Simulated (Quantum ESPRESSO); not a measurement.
SiAsO3F3, one run as intended and one with a planted mistake

Computed values, not a measurement. The program is pw.x of Quantum ESPRESSO 7.5 (plane-wave density functional theory). The cell is made up: 8 atoms on a quartz lattice with one site empty, with randomly drawn elements, strain and displacements, not relaxed. PseudoDojo standard norm-conserving files (v0.5 for PBE, v0.4.1 for LDA and PBEsol) set the functional; there is no spin polarisation, spin-orbit coupling or dispersion term, and the masses in the input are unused placeholders.

Intended input:

```
&control calculation='scf', pseudo_dir='./dojo.nc.sr.pbe.v0_5.standard.upf', outdir='./o', disk_io='medium', tprnfor=.true., tstress=.true. /
&system ibrav=0, nat=8, ntyp=4, nbnd=35, ecutwfc=84.00895049, nosym=.true., tot_charge=0,
 occupations='smearing', smearing='fd', degauss=0.0018374661
/
&electrons conv_thr=7.350e-09, electron_maxstep=60, /
ATOMIC_SPECIES
As 1.0 As.upf
F 1.0 F.upf
O 1.0 O.upf
Si 1.0 Si.upf
CELL_PARAMETERS angstrom
5.1306 0.0153 0.0381
-2.5521 4.5022 0.0274
0.0421 0.0593 5.5705
ATOMIC_POSITIONS angstrom
Si -1.0619 2.0819 1.8295
As 1.2414 2.3631 0.1005
O 1.3837 1.2472 4.3345
O 3.3648 0.791 2.5672
O 2.9259 2.6219 0.6738
F 0.3441 1.9408 1.1279
F -1.0227 3.2449 3.0087
F 0.8781 3.9499 4.9543
K_POINTS automatic
5 5 4 1 1 1
```

The log is shortened where brackets say so; the opening notice, blank lines, dates and the lines on written files are dropped, and the path of the files is cut. It prints rydbergs, bohrs and kilobars, and counts compression as positive stress. Where no state is partly filled, the Fermi energy that it prints is only some level between the filled and the empty states on the mesh, and need not lie in the true gap.

Log of the intended run:

```
     Program PWSCF v.7.5
     Parallel version (MPI & OpenMP), running on       1 processor cores
     Number of MPI processes:                 1
     Threads/MPI process:                     1
     [start-up lines left out]
     bravais-lattice index     =            0
     lattice parameter (alat)  =       9.6957  a.u.
     unit-cell volume          =     869.6519 (a.u.)^3
     number of atoms/cell      =            8
     number of atomic types    =            4
     number of electrons       =        58.00
     number of Kohn-Sham states=           35
     kinetic-energy cutoff     =      84.0090  Ry
     charge density cutoff     =     336.0358  Ry
     scf convergence threshold =      7.3E-09
     mixing beta               =       0.7000
     number of iterations used =            8  plain     mixing
     Exchange-correlation= PBE
                           (   1   4   3   4   0   0   0)
     [axes and pseudopotential details left out]
   Cartesian axes
     site n.     atom                  positions (alat units)
         1        Si     tau(   1) = (  -0.2069672   0.4057680   0.3565746  )
         2        As     tau(   2) = (   0.2419523   0.4605747   0.0195877  )
         3        O      tau(   3) = (   0.2696869   0.2430827   0.8448059  )
         4        O      tau(   4) = (   0.6558087   0.1541681   0.5003543  )
         5        O      tau(   5) = (   0.5702659   0.5110155   0.1313255  )
         6        F      tau(   6) = (   0.0670660   0.3782672   0.2198308  )
         7        F      tau(   7) = (  -0.1993270   0.6324399   0.5864039  )
         8        F      tau(   8) = (   0.1711441   0.7698463   0.9656066  )
     number of k points=    50  Fermi-Dirac smearing, width (Ry)=  0.0018
                       cart. coord. in units 2pi/alat
        k(    1) = (   0.0986626   0.1692036   0.1125856), wk =   0.0400000
        k(    2) = (   0.0969594   0.1668365   0.3428886), wk =   0.0400000
     [further k points left out]
     Dense  grid:    90511 G-vectors     FFT dimensions: (  60,  60,  64)
     Estimated max dynamical RAM per process >     117.78 MB
     Initial potential from superposition of free atoms
     starting charge      57.9991, renormalised to      58.0000
     Starting wfcs are   37 randomized atomic wfcs
     total cpu time spent up to now is       18.7 secs
     per-process dynamical memory:    87.8 Mb
     Self-consistent Calculation
     iteration #  1     ecut=    84.01 Ry     beta= 0.70
     Davidson diagonalization with overlap
     ethr =  1.00E-02,  avg # of iterations =  3.0
     total cpu time spent up to now is       62.8 secs
     total energy              =    -465.93906366 Ry
     estimated scf accuracy    <       2.67490668 Ry
     iteration #  2     ecut=    84.01 Ry     beta= 0.70
     Davidson diagonalization with overlap
     ethr =  4.61E-03,  avg # of iterations =  4.0
     total cpu time spent up to now is      109.3 secs
     total energy              =    -464.47730719 Ry
     estimated scf accuracy    <      14.64340048 Ry
     [iterations 3 to 12 left out]
     iteration # 13     ecut=    84.01 Ry     beta= 0.70
     Davidson diagonalization with overlap
     ethr =  9.54E-11,  avg # of iterations =  2.3
     total cpu time spent up to now is      524.1 secs
     total energy              =    -467.25805472 Ry
     estimated scf accuracy    <       0.00000002 Ry
     iteration # 14     ecut=    84.01 Ry     beta= 0.70
     Davidson diagonalization with overlap
     ethr =  3.54E-11,  avg # of iterations =  2.0
     total cpu time spent up to now is      561.5 secs
     End of self-consistent calculation
     [lines on levels left out]
     the Fermi energy is     2.7541 ev
!    total energy              =    -467.25805472 Ry
     estimated scf accuracy    <          3.6E-09 Ry
     smearing contrib. (-TS)   =      -0.00000001 Ry
     internal energy E=F+TS    =    -467.25805472 Ry
     The total energy is F=E-TS. E is the sum of the following terms:
     one-electron contribution =    -352.62905461 Ry
     hartree contribution      =     199.66361152 Ry
     xc contribution           =    -108.90293284 Ry
     ewald contribution        =    -205.38967879 Ry
     convergence has been achieved in  14 iterations
     Forces acting on atoms (cartesian axes, Ry/au):
     atom    1 type  4   force =    -0.45478898   -0.06382735    0.28896763
     atom    2 type  1   force =     0.74109410    0.14644535   -0.89693119
     atom    3 type  3   force =    -0.03887257    0.11341787    0.15075655
     atom    4 type  3   force =     0.10268604    0.06488507   -0.09388981
     atom    5 type  3   force =     0.00801646    0.02627892    0.01093324
     atom    6 type  2   force =    -0.38301063   -0.24165749    0.57687413
     atom    7 type  2   force =     0.03175774   -0.03471130   -0.08940790
     atom    8 type  2   force =    -0.00688216   -0.01083107    0.05269735
     Total force =     1.510674     Total SCF correction =     0.000109
     Computing stress (Cartesian axis) and pressure
          total   stress  (Ry/bohr**3)                   (kbar)     P=       92.20
   0.00128872   0.00041967  -0.00175949          189.58       61.74     -258.83
   0.00041967  -0.00030502  -0.00086066           61.74      -44.87     -126.61
  -0.00175949  -0.00086066   0.00089663         -258.83     -126.61      131.90
     init_run     :     18.30s CPU     18.54s WALL (       1 calls)
     electrons    :    523.83s CPU    542.82s WALL (       1 calls)
     forces       :      7.33s CPU      7.40s WALL (       1 calls)
     stress       :     26.91s CPU     27.09s WALL (       1 calls)
     [timing details left out]
     PWSCF        :   9m36.71s CPU   9m56.57s WALL
     JOB DONE.
```

A second run has one planted mistake: the smearing is too wide. The input lines that differ, file-writing options aside:

```
- &system ibrav=0, nat=8, ntyp=4, nbnd=35, ecutwfc=84.00895049, nosym=.true., tot_charge=0,
+ &system ibrav=0, nat=8, ntyp=4, nbnd=53, ecutwfc=84.00895049, nosym=.true., tot_charge=0,
-  occupations='smearing', smearing='fd', degauss=0.0018374661
+  occupations='smearing', smearing='fd', degauss=0.0543889968
```

Its log:

```
     Program PWSCF v.7.5
     Parallel version (MPI & OpenMP), running on       1 processor cores
     Number of MPI processes:                 1
     Threads/MPI process:                     1
     [start-up lines left out]
     bravais-lattice index     =            0
     lattice parameter (alat)  =       9.6957  a.u.
     unit-cell volume          =     869.6519 (a.u.)^3
     number of atoms/cell      =            8
     number of atomic types    =            4
     number of electrons       =        58.00
     number of Kohn-Sham states=           53
     kinetic-energy cutoff     =      84.0090  Ry
     charge density cutoff     =     336.0358  Ry
     scf convergence threshold =      7.3E-09
     mixing beta               =       0.7000
     number of iterations used =            8  plain     mixing
     Exchange-correlation= PBE
                           (   1   4   3   4   0   0   0)
     [axes and pseudopotential details left out]
   Cartesian axes
     site n.     atom                  positions (alat units)
         1        Si     tau(   1) = (  -0.2069672   0.4057680   0.3565746  )
         2        As     tau(   2) = (   0.2419523   0.4605747   0.0195877  )
         3        O      tau(   3) = (   0.2696869   0.2430827   0.8448059  )
         4        O      tau(   4) = (   0.6558087   0.1541681   0.5003543  )
         5        O      tau(   5) = (   0.5702659   0.5110155   0.1313255  )
         6        F      tau(   6) = (   0.0670660   0.3782672   0.2198308  )
         7        F      tau(   7) = (  -0.1993270   0.6324399   0.5864039  )
         8        F      tau(   8) = (   0.1711441   0.7698463   0.9656066  )
     number of k points=    50  Fermi-Dirac smearing, width (Ry)=  0.0544
                       cart. coord. in units 2pi/alat
        k(    1) = (   0.0986626   0.1692036   0.1125856), wk =   0.0400000
        k(    2) = (   0.0969594   0.1668365   0.3428886), wk =   0.0400000
     [further k points left out]
     Dense  grid:    90511 G-vectors     FFT dimensions: (  60,  60,  64)
     Estimated max dynamical RAM per process >     133.63 MB
     Initial potential from superposition of free atoms
     starting charge      57.9991, renormalised to      58.0000
     Starting wfcs are   37 randomized atomic wfcs +   16 random wfcs
     total cpu time spent up to now is       18.0 secs
     per-process dynamical memory:    99.8 Mb
     Self-consistent Calculation
     iteration #  1     ecut=    84.01 Ry     beta= 0.70
     Davidson diagonalization with overlap
     ethr =  1.00E-02,  avg # of iterations =  6.5
     total cpu time spent up to now is      121.2 secs
     total energy              =    -466.09558184 Ry
     estimated scf accuracy    <       2.50566824 Ry
     iteration #  2     ecut=    84.01 Ry     beta= 0.70
     Davidson diagonalization with overlap
     ethr =  4.32E-03,  avg # of iterations =  2.4
     total cpu time spent up to now is      194.9 secs
     total energy              =    -464.83585377 Ry
     estimated scf accuracy    <      13.28309870 Ry
     [iterations 3 to 11 left out]
     iteration # 12     ecut=    84.01 Ry     beta= 0.70
     Davidson diagonalization with overlap
     ethr =  3.79E-10,  avg # of iterations =  2.3
     total cpu time spent up to now is      624.3 secs
     total energy              =    -467.34703751 Ry
     estimated scf accuracy    <       0.00000004 Ry
     iteration # 13     ecut=    84.01 Ry     beta= 0.70
     Davidson diagonalization with overlap
     ethr =  6.88E-11,  avg # of iterations =  2.0
     total cpu time spent up to now is      672.6 secs
     End of self-consistent calculation
     [lines on levels left out]
     the Fermi energy is     3.3237 ev
!    total energy              =    -467.34703751 Ry
     estimated scf accuracy    <          1.5E-09 Ry
     smearing contrib. (-TS)   =      -0.19386991 Ry
     internal energy E=F+TS    =    -467.15316760 Ry
     The total energy is F=E-TS. E is the sum of the following terms:
     one-electron contribution =    -353.36581065 Ry
     hartree contribution      =     200.54079683 Ry
     xc contribution           =    -108.93847499 Ry
     ewald contribution        =    -205.38967879 Ry
     convergence has been achieved in  13 iterations
     Forces acting on atoms (cartesian axes, Ry/au):
     atom    1 type  4   force =    -0.42070942   -0.01061492    0.23293033
     atom    2 type  1   force =     0.71271650    0.18637324   -0.85569006
     atom    3 type  3   force =    -0.03542072    0.07204037    0.09880531
     atom    4 type  3   force =     0.08195062    0.04500790   -0.06929081
     atom    5 type  3   force =     0.07619749    0.01198976    0.03929943
     atom    6 type  2   force =    -0.42547815   -0.29186498    0.61582682
     atom    7 type  2   force =     0.02744355   -0.04119711   -0.07828545
     atom    8 type  2   force =    -0.01669985    0.02826574    0.01640445
     Total force =     1.482869     Total SCF correction =     0.000203
     Computing stress (Cartesian axis) and pressure
          total   stress  (Ry/bohr**3)                   (kbar)     P=      148.23
   0.00172803   0.00049321  -0.00177765          254.20       72.55     -261.50
   0.00049321   0.00005203  -0.00089201           72.55        7.65     -131.22
  -0.00177765  -0.00089201   0.00124294         -261.50     -131.22      182.84
     init_run     :     17.55s CPU     17.86s WALL (       1 calls)
     electrons    :    632.14s CPU    654.59s WALL (       1 calls)
     forces       :      6.94s CPU      7.02s WALL (       1 calls)
     stress       :     25.34s CPU     25.45s WALL (       1 calls)
     [timing details left out]
     PWSCF        :  11m22.34s CPU  11m45.82s WALL
     JOB DONE.
```

```
                                            intended run  run with the mistake
                          free energy (eV)     -6357.370             -6358.580
                    smearing term -TS (eV)        0.0000               -2.6377
                            pressure (GPa)          9.22                 14.82
            largest force component (eV/Å)        23.061                22.001
largest change of a force component (eV/Å)                               1.753
                                iterations            14                    13
```

For scale, a rerun of the intended cell at a cutoff of 1437 eV and k mesh 7 x 7 x 6 moved values by no more than 0.004 eV in energy, 0.02 GPa in stress and 0.002 eV/Å in force. The number of bands, nbnd, was set by rule from the electron count and the smearing, so it follows the mistake.